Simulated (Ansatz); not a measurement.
Consider the following.

SiGe:
```yaml
crystal:
  lattice:
    - [3.24167, 0.00000, 0.00000]
    - [0.00000, 3.24167, 0.00000]
    - [0.00000, 0.00000, 3.24167]
  atoms:
    - { symbol: Ge, position: [0.00000, 0.00000, 0.00000] }
    - { symbol: Si, position: [0.50000, 0.50000, 0.50000] }
```

This is the PBE-relaxed structure.

**Question.** All from PBE (plane waves, PAW; program Ansatz), unless another level is named. Estimate the highest zone-centre frequency.

**Answer.** 127 cm^-1.

**Question.** And the bulk modulus (Birch–Murnaghan fit)?

**Answer.** 73.1 GPa.

Space group Pm-3m (CsCl type). The cell is a constructed one: a structure type filled with these elements; neither database checked (COD, Materials Project) lists it. Whether it is the stable phase at ambient conditions was not checked. The cell was relaxed with PBE under the symmetry of its start. At this level the phase is dynamically unstable (imaginary phonons). As this level gives no gap, phonon frequencies hold no LO–TO term and depend on the k-mesh and smearing (Fermi–Dirac, 0.1 eV here). On the denser mesh and wider smearing of the elastic run this cell carries a stress of 0.3 GPa.

Potentials: the later of the program's two PAW sets.
